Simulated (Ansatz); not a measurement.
input.yaml

```yaml
crystal:
  lattice:
    - [0.0, 2.9679283527, 2.9679283527]
    - [2.9679283527, 0.0, 2.9679283527]
    - [2.9679283527, 2.9679283527, 0.0]
  atoms:
    - { symbol: Pb, position: [0.0, 0.0, 0.0] }
    - { symbol: S, position: [0.5, 0.5, 0.5] }
basis:
  ecutwfc: 420
kpoints:
  mp_grid: { grid: [10, 10, 10] }
  band_path: { path: [VBM, CBM], npoints: 2 }
hamiltonian:
  xc: pbe
  dispersion: d3bj
scf:
  occupations: { method: gaussian, width: 0.02 }
output:
  forces: false
  stress: false
  eigenvalues: true
magnetization:
  noncollinear: true
  spin_orbit: true
checkpoint:
  read: start.run
  write: ck
  compress: false
  write_wavefunctions: false
  write_every: 100000
```

Command:
```bash
ansatz run input.yaml --threads 1 --pin off --max-ram 2560MiB --backend cpu --events-out ev --progress --plain --runs-dir out
```

These are results of DFT PBE+D3(BJ), spin-orbit coupling, plane waves, PAW in Ansatz, not measurements.

Part of what the program printed, abridged (final results; tables in files aren't shown):

```
SCF 1 converged in 2 iterations: F = -12848.729278 eV  dr2 = 8.11e-9
SCF converged after 2 iterations
Magnetization: |M| = 0.0000 μB, M = (+0.0000, +0.0000, +0.0000) μB
Absolute magnetization: 0.0000 μB (∫|m|)
  site 0: m = (+0.0000, +0.0000, +0.0000) μB, |m| = 0.0000 μB  (R = 1.22 Å)
  site 1: m = (+0.0000, +0.0000, +0.0000) μB, |m| = 0.0000 μB  (R = 1.22 Å)
Free energy (F): -12848.729278 eV
Harris-Foulkes:  -12848.729278 eV  (|F-HF|=2.41e-8)
Internal energy: -12848.729277 eV  (E = F + TS)
E sigma→0 (E₀):  -12848.729277 eV
Entropy (-TS):   -0.000001 eV (-0.001 meV/atom)
Fermi energy:    8.348124 eV
--- Per-component energies (eV) ---
  E_band       = -55.118080
  E_kinetic    = 394.176802
  E_local      = -1223.376891  (includes V_loc(G=0)·N_el)
  E_nonlocal   = 379.228864
  E_hartree    = 475.805308
  E_xc         = -318.429676
  E_vxc        = -220.472576  (∫ρ·V_xc dr)
  E_paw        = -11043.195041  (= ΣΔE_a)
  E_vpaw       = -336.284628  (= ΣTr[D̂ρ^β])
  E_aug_tail   = 0.000051  (compensation charges beyond the density's cutoff)
  E_ewald      = -1512.245654
  E_disp       = -0.693041  (pairwise vdW)
  E_smearing   = -0.000001  (= −TS)
--- Band table (eV; the first three rows and the last of 47) ---
  k-point 0: bands = ["-9.8198", "-9.8198", "-9.8198", "-9.8198", "-7.2620", "-7.2620", "-7.2530", "-7.2530", "-7.2530", "-7.2530", "-5.2164", "-5.2164", "2.4041", "2.4041", "5.9090", "5.9090", "6.2709", "6.2709", "6.2709", "6.2709", "11.8339", "11.8339", "14.3480", "14.3480", "14.3480", "14.3480", "15.0698", "15.0698"]
  k-point 1: bands = ["-9.8200", "-9.8200", "-9.8183", "-9.8183", "-7.2599", "-7.2599", "-7.2553", "-7.2553", "-7.2509", "-7.2509", "-5.1329", "-5.1329", "2.1009", "2.1009", "5.9947", "5.9947", "6.2924", "6.2924", "6.4528", "6.4528", "11.4149", "11.4149", "13.3755", "13.3755", "13.6828", "13.6828", "15.0877", "15.0877"]
  k-point 2: bands = ["-9.8207", "-9.8207", "-9.8146", "-9.8146", "-7.2643", "-7.2643", "-7.2514", "-7.2514", "-7.2455", "-7.2455", "-4.8939", "-4.8939", "1.3928", "1.3928", "6.1365", "6.1365", "6.3551", "6.3551", "6.9185", "6.9185", "10.5301", "10.5301", "12.0668", "12.0668", "12.6378", "12.6378", "15.1169", "15.1169"]
  k-point 46: bands = ["-9.8273", "-9.8273", "-9.8106", "-9.8106", "-7.3406", "-7.3406", "-7.2491", "-7.2491", "-7.2185", "-7.2185", "-3.5343", "-3.5343", "0.6036", "0.6036", "3.6159", "3.6159", "4.2328", "4.2328", "6.9995", "6.9995", "10.6861", "10.6861", "12.7880", "12.7880", "13.3220", "13.3220", "15.6866", "15.6866"]
```

The run converged.

Time: 22 s on 1 thread of Arm Neoverse V2, with other jobs on the host, peak memory 0.43 GiB.

The run starts from the saved density of an earlier one, so iterations and time are fewer than from atoms.